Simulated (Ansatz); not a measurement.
BN:
```
BN
1.0
    0.00000     1.79812     1.79812
    1.79812     0.00000     1.79812
    1.79812     1.79812     0.00000
N B
1 1
Direct
  0.75000   0.75000   0.75000
  0.00000   0.00000   0.00000
```

Relaxed with HSE06.

Task: Give the Bader charges and basin volumes of the independent atoms, HSE06 in the plane-wave PAW code Ansatz.

Result: 

```csv
atom,Bader charge (e),Bader volume (Å³)
N1,-2.24,10.1
B2,+2.24,1.5
```

Space group F-43m (zinc blende). The HSE06 relaxation kept the symmetry of its start.

Potentials: the later of the program's two PAW sets.
